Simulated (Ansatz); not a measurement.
One crystal and one scan (energy over volume and axial ratio) at two levels, PBE (plane waves to 420 eV, PAW, scalar-relativistic; Ansatz, a quantum-chemistry and plane-wave program) and PBEsol (plane waves to 420 eV, PAW, scalar-relativistic; Ansatz), each from its own relaxed cell and on its own mesh. The cell shown is that of PBE.

CsPbCl3 (cubic perovskite)

```
CsPbCl3
1.0
    5.73565     0.00000     0.00000
    0.00000     5.73565     0.00000
    0.00000     0.00000     5.73565
Cs Pb Cl
1 1 3
Cartesian
  0.00000   0.00000   0.00000
  2.86783   2.86783   2.86783
  0.00000   2.86783   2.86783
  2.86783   2.86783   0.00000
  2.86783   0.00000   2.86783
```

The relaxed cell is deformed in two ways at once: its volume V is scaled, and at that volume it is stretched along z (the c axis of the conventional cell) so that c/a changes. Fractional atomic positions are held.

Energies are smeared free energies. CsPbCl3 was relaxed with its symmetry unable to fall. Spin-orbit coupling is left out, though Pb is heavy. The PAW data are Ansatz's earlier set. This is a high-temperature form of CsPbCl3. Percentages come from the unrounded values. Both scans cover V/V₀ from 0.920 to 1.080 and (c/a)/(c/a)₀ from 0.960 to 1.040.

```
quantity                                                       PBE  PBEsol     PBE − PBEsol
-----------------------------------------------------------  -----  ------  ---------------
Lattice constant a (Å)                                       5.736   5.619  +0.117 (+2.1 %)
Band gap of the relaxed cell, no spin-orbit coupling (eV)     2.22    1.84    +0.38 (+20 %)
Shear modulus C′ = (C11 − C12)/2 (fit, atoms clamped) (GPa)     20      25       -5 (-20 %)
```

PBE gives the higher value for: lattice constant a; band gap of the relaxed cell, no spin-orbit coupling. PBE gives the lower value for: shear modulus C′.

(A scan under strain: stresses follow from slopes of the energy per volume, elastic moduli from its curvatures.)
